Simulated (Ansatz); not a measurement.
Each is relaxed and computed with r²SCAN (plane waves, PAW; program Ansatz). Which is the only one with a gap?
A) LaGe2Pd2, I4/mmm (La on 2a, Ge on 4e, Pd on 4d)
B) NiGePd, P4/nmm (Ni on 2a, Ge on 2c, Pd on 2c)
C) ZrGeIr, Pnma (Zr on 4c, Ge on 4c, Ir on 4c)
D) GePdS3, C2/m (Pearson symbol mS20)

D, GePdS3, C2/m (Pearson symbol mS20). GePdS3: gap 1.49 eV (indirect); LaGe2Pd2: metal; NiGePd: metal; ZrGeIr: metal. Standing as an ambient phase not checked: GePdS3, C2/m (Pearson symbol mS20); LaGe2Pd2, I4/mmm (La on 2a, Ge on 4e, Pd on 4d); NiGePd, P4/nmm (Ni on 2a, Ge on 2c, Pd on 2c); ZrGeIr, Pnma (Zr on 4c, Ge on 4c, Ir on 4c). Weakly bound layers, chains or molecules computed without a dispersion correction, so cells and soft constants are ill determined: GePdS3, C2/m (Pearson symbol mS20). All cells were relaxed under the symmetry of their starts (and spin orders); stability against distortions was not tested throughout. Rows with no word on spin ran without spin polarisation. Scalar-relativistic: spin–orbit coupling is off unless named, which matters more the heavier the elements.

Potentials: the later of the program's two PAW sets.
